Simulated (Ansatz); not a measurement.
BAs:
```yaml
crystal:
  lattice:
    - [5.85668, 0.00000, 0.00000]
    - [0.00000, 5.85668, 0.00000]
    - [0.00000, 0.00000, 3.37154]
  atoms:
    - { symbol: B, position: [0.32273, 0.67727, 0.00000] }
    - { symbol: B, position: [0.67727, 0.32273, 0.00000] }
    - { symbol: B, position: [0.82273, 0.82273, 0.50000] }
    - { symbol: B, position: [0.17727, 0.17727, 0.50000] }
    - { symbol: As, position: [0.31838, 0.31838, 0.00000] }
    - { symbol: As, position: [0.68162, 0.68162, 0.00000] }
    - { symbol: As, position: [0.18162, 0.81838, 0.50000] }
    - { symbol: As, position: [0.81838, 0.18162, 0.50000] }
```

Relaxed with r²SCAN. Special points in fractions of this cell's reciprocal vectors: Γ (0.000, 0.000, 0.000); X (0.000, 0.500, 0.000); M (0.500, 0.500, 0.000); Z (0.000, 0.000, 0.500); R (0.000, 0.500, 0.500); A (0.500, 0.500, 0.500).

Q: List the band energies nearest the valence-band maximum at these points for DFT-r²SCAN with spin–orbit coupling in the program Ansatz with PAW potentials.

A: In eV from the valence-band maximum; about four levels below and three above (degenerate sets whole), none deeper than 8.9 eV; points with the same levels are listed once.

| k | below | above |
|---|---|---|
| Γ | -0.11 -0.11 0.00 0.00 | 1.27 1.27 2.31 2.31 |
| X | -1.48 -1.48 -1.48 -1.48 | 2.18 2.18 2.18 2.18 |
| M | -2.41 -2.41 -2.41 -2.41 | 2.60 2.60 2.60 2.60 |
| Z | -3.71 -3.71 -3.71 -3.71 | 1.95 1.95 1.95 1.95 |
| R | -2.26 -2.26 -2.24 -2.24 | 1.64 1.64 1.65 1.65 |
| A | -2.94 -2.94 -2.94 -2.94 | 1.27 1.27 1.27 1.27 |

Space group P4_2/mnm. The start of the workflow was typed in or built on a structure type; neither database checked (COD, Materials Project) lists it. It is not the phase usual at ambient conditions (space group No. 216). The r²SCAN relaxation kept the symmetry of its start; whether a distortion lowers the energy is not shown.

Potentials: the later of the program's two PAW sets.
